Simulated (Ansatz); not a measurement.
TaRe₃:
```xyz
4
Lattice="-1.9708 1.9708 3.9525 1.9708 -1.9708 3.9525 1.9708 1.9708 -3.9525" Properties=species:S:1:pos:R:3 pbc="T T T"
Re     0.0000     0.0000     3.9525
Re     0.0000     1.9708     1.9762
Re     1.9708     0.0000     1.9762
Ta     0.0000     0.0000     0.0000
```

Relaxed with PBEsol. Special points in fractions of this cell's reciprocal vectors: Γ (0.000, 0.000, 0.000); X (0.000, 0.000, 0.500); P (0.250, 0.250, 0.250); N (0.000, 0.500, 0.000); M (0.500, 0.500, -0.500); S (0.312, 0.688, -0.312); S0 (-0.312, 0.312, 0.312); R (-0.124, 0.124, 0.500); G (0.500, 0.500, -0.124).

**Question.** List the band energies nearest the Fermi level at these points for plane-wave PAW PBEsol (Ansatz code).

**Answer.** In eV from the Fermi level; about four levels below and three above (degenerate sets whole), none deeper than 8.9 eV; points with the same levels are listed once.

| k | below | above |
|---|---|---|
| Γ | -2.56 -2.56 -1.24 -1.01 -1.01 | 0.27 0.82 1.91 |
| X | -1.54 -1.33 -1.06 -0.17 | 0.51 0.75 0.91 |
| P | -0.82 -0.55 -0.55 -0.25 | 2.69 3.76 3.76 |
| N | -2.68 -2.40 -1.93 -1.28 | 0.49 0.56 0.59 |
| M | -3.90 -3.30 -1.04 -0.37 | 0.57 0.57 1.45 1.45 |
| S | -2.11 -1.89 -1.22 -0.57 | 0.05 0.49 0.91 |
| R | -1.20 -1.15 -0.62 -0.16 | 0.86 1.45 1.84 |

Space group I4/mmm. A made-up cell: these elements were put on the sites of a structure type; neither database checked (COD, Materials Project) lists it. Whether it is the stable phase at ambient conditions was not checked. The cell was relaxed with PBEsol under the symmetry of its start; whether a distortion lowers the energy is not shown. No spin polarisation was allowed. Scalar-relativistic: spin–orbit coupling is off unless named, which matters more the heavier the elements.

Potentials: the earlier of the program's two PAW sets. The files were generated under PBE; for other functionals the program regenerates the frozen cores, and for LDA and PBEsol the local potential too.
